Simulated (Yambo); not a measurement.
Yambo run on Sc2Si2O7 (space group C2/m, No. 12). The wavefunctions come from this Quantum ESPRESSO step (PBEsol, PseudoDojo standard norm-conserving files, scalar-relativistic):

```
&CONTROL
  calculation = 'nscf'
  pseudo_dir = './pseudo'
  outdir = './out'
/
&SYSTEM
  ibrav = 0
  nat = 11
  ntyp = 3
  ecutwfc = 84.0
  ecutrho = 336.0
  occupations = 'fixed'
  force_symmorphic = .true.
  nbnd = 197
/
&ELECTRONS
  conv_thr = 1.1000000000000001e-08
  diago_full_acc = .true.
  diago_thr_init = 1e-08
/
ATOMIC_SPECIES
O 15.9990 O.upf
Si 28.0850 Si.upf
Sc 44.9559 Sc.upf
CELL_PARAMETERS angstrom
  3.260190000000  -4.257670000000   0.000000000000
  3.260190000000   4.257670000000   0.000000000000
 -1.033934000000   0.000000000000   4.576120000000
ATOMIC_POSITIONS crystal
O   0.921520000000   0.606720000000   0.786590000000
O   0.078480000000   0.393280000000   0.213410000000
O   0.393280000000   0.078480000000   0.213410000000
O   0.606720000000   0.921520000000   0.786590000000
O   0.000000000000   0.000000000000   0.500000000000
O   0.606320000000   0.606320000000   0.280140000000
O   0.393680000000   0.393680000000   0.719860000000
Si   0.223720000000   0.223720000000   0.408020000000
Si   0.776280000000   0.776280000000   0.591980000000
Sc   0.309680000000   0.690320000000   0.000000000000
Sc   0.690320000000   0.309680000000   0.000000000000
K_POINTS automatic
2 2 4 0 0 0
```

Yambo input:

```
rim_cut
gw0
dyson
el_el_corr
HF_and_locXC
ppa
em1d
RandQpts= 1000000
RandGvec= 1 Ry
EXXRLvcs= 84 Ry
VXCRLvcs= 336 Ry
Chimod= "HARTREE"
% BndsRnXp
 3 | 196 |
%
NGsBlkXp= 7 Ry
% LongDrXp
 1.0 | 1.0 | 1.0 |
%
PPAPntXp= 27.2114 eV
% GbndRnge
 1 | 196 |
%
GTermKind= "BG"
DysSolver= "n"
ExtendOut
% QPkrange
 1 | 1 | 36 | 37 |
 3 | 3 | 36 | 37 |
 4 | 4 | 36 | 37 |
 6 | 6 | 36 | 37 |
 7 | 7 | 36 | 37 |
 9 | 9 | 36 | 37 |
%
```

k points by index: 1 = Γ, 3 = (0, 0, -0.5), 4 = (0, -0.5, 0), 6 = (0, -0.5, -0.5), 7 = (-0.5, -0.5, 0), 9 = (-0.5, -0.5, -0.5).

The o-*.qp file then holds:

```
#    K-point    Band    Eo [eV]    E [eV]    E-Eo [eV]    Vxc [eV]    Vnlxc [eV]    Sc|Eo [eV]    Sc|E [eV]    dSc/dw|Eo [eV]    Re(Z)    Im(Z)
#
    1    36    0.000000    -0.980457    -0.980457    -19.77478    -25.37267    4.371195    4.617438    -6.833347    0.799282    -0.001154
    1    37    4.825049    6.529890    1.704841    -14.91336    -8.036140    -4.820336    -5.172382    -5.618649    0.828855    -0.001127
    3    36    -0.061689    -1.042378    -0.980689    -19.56707    -25.09723    4.300786    4.549473    -6.899561    0.797730    -0.001169
    3    37    5.021439    7.232319    2.210880    -17.75165    -9.677929    -5.357526    -5.862846    -6.218964    0.813970    -0.001351
    4    36    -0.321335    -1.394750    -1.073416    -19.59498    -25.22051    4.287060    4.552112    -6.718405    0.801989    -0.001160
    4    37    4.787067    6.903819    2.116752    -17.37609    -9.581503    -5.200036    -5.677839    -6.141822    0.815853    -0.001278
    6    36    -0.129544    -1.171889    -1.042346    -19.91679    -25.50561    4.289560    4.546481    -6.706420    0.802273    -0.001143
    6    37    4.910856    7.080145    2.169290    -17.60277    -9.636175    -5.303549    -5.797304    -6.193141    0.814600    -0.001331
    7    36    -0.190117    -1.202505    -1.012388    -19.44047    -24.99771    4.292245    4.544848    -6.788766    0.800330    -0.001164
    7    37    4.348846    6.364845    2.016000    -16.47275    -8.930779    -5.091377    -5.525967    -5.865556    0.822668    -0.001178
    9    36    -0.186131    -1.203503    -1.017372    -19.50487    -25.09998    4.323698    4.577738    -6.793951    0.800208    -0.001159
    9    37    4.678415    6.838030    2.159615    -17.45249    -9.531671    -5.275740    -5.761202    -6.116436    0.816475    -0.001262
```
(The two width columns are left out.) Convergence of these settings isn't established.

Geometry of the Materials Project entry, not relaxed at this level.
